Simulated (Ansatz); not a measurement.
A geometry of Ba away from equilibrium: the start of the relaxation of a generated trial cell of Ba in the AFLOW prototype A_aP4_2_aci. Level of theory: r2SCAN (plane waves to 500 eV, PAW, scalar-relativistic; Ansatz, an electronic-structure program). Γ-centred k-mesh 8×7×3 on the run's cell (coarser than for final values), Fermi–Dirac smearing 0.05 eV.

```xyz
4
Lattice="4.3275 0.0000 0.0000 0.4332 5.1056 0.0000 0.1884 0.8482 11.4514" Properties=species:S:1:pos:R:3 pbc="T T T"
Ba     0.0000     0.0000     0.0000
Ba     0.0942     0.4241     5.7257
Ba     2.1704     3.1401     2.9659
Ba     2.7787     2.8137     8.4855
```

**Question.** Which atoms carry the largest force, and which way does it point?

**Answer.** 0.51 eV/Å, on Ba3, Ba4 (atoms numbered as listed); on Ba3 its components are (0.20, -0.47, 0.02).

**Question.** What is the pressure?

**Answer.** +0.4 GPa, compression positive.

No spin polarisation in the result.

The run could not lose the symmetry of its start, so the end can be a saddle point.

The end of the path is a generated cell of Ba: the first start was made by placing the elements on the sites of a structure type, and the end was not matched to a known phase here, so it may be hypothetical. Known forms of Ba include space group No. 229.
